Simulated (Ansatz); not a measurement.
# HfB₂ in the AlB2-type structure

**The experiment.** The Crystallography Open Database holds a cell as deposited of hexagonal HfB2 (space group P6/mmm), temperature not stated (1967, doi:10.1016/0022-3115(67)90724-6): a, c = 3.140, 3.480 Å, 9.90 Å³/atom.

Method: PBEsol, scalar-relativistic; no spin polarisation; PAW, 420 eV, Γ-centred 12×12×10 mesh, 0.05 eV Gaussian smearing; code Ansatz. The datasets are Ansatz's generated set soft_2.

```xyz
3
Lattice="3.1275 0.0000 0.0000 -1.5638 2.7085 0.0000 0.0000 0.0000 3.4467" Properties=species:S:1:pos:R:3 pbc="T T T"
Hf    0.0000    0.0000    0.0000
B     0.0000    1.8057    1.7233
B     1.5638    0.9028    1.7233
```

The start was a prototype's sites filled with these elements; the Crystallography Open Database holds the compound in this structure.

The cell above was scaled in volume, and shape and atoms were relaxed at each volume within its symmetry. Energies are counted from the cell above.

| V (Å³/atom) | ΔE (meV/atom) | P (GPa) |
| --- | --- | --- |
| 9.34 | 13.5 | 11.5 |
| 9.54 | 3.2 | 5.4 |
| 9.73 | 0.0 | 0.0 |
| 9.93 | 3.1 | -5.0 |
| 10.12 | ? | ? |

Problem. Fill in the withheld row.

Solution. ΔE (meV/atom): 11.9, P (GPa): -9.5.

Problem. What do the points give for the equilibrium volume, the bulk modulus and its pressure derivative (third-order Birch–Murnaghan)?

Solution. V0 = 9.73 Å³/atom, B0 = 261 GPa, B0′ = 4.0.

B0·V0 = 260.6 GPa × 9.73 Å³ = 15.83 eV/atom sets the scale: near the minimum ΔE ≈ ½ B0 V0 x², with x = V/V0 − 1, and a pressure of 2.6 GPa squeezes the volume by about 1 %. At the ends of the curve: x = −4.0 % predicts 12.6 meV/atom and the run gives 13.5; x = +4.0 % predicts 12.8 meV/atom and the run gives 11.9. The curve is steeper than the parabola on the compressed side and flatter on the expanded side: the bulk modulus rises with pressure.

**Comparison.** The computed cell (3.128, 3.447 Å, 9.73 Å³/atom) differs from the database's by −1.7 % in volume, about −0.6 % in length. PBEsol was built to cure PBE's overestimate of volumes, and the static lattice lacks thermal expansion. Spin–orbit coupling, left out, also moves the volume of such heavy elements' compounds.

Spin–orbit coupling, which matters for such heavy elements, is left out. The run is a metal.
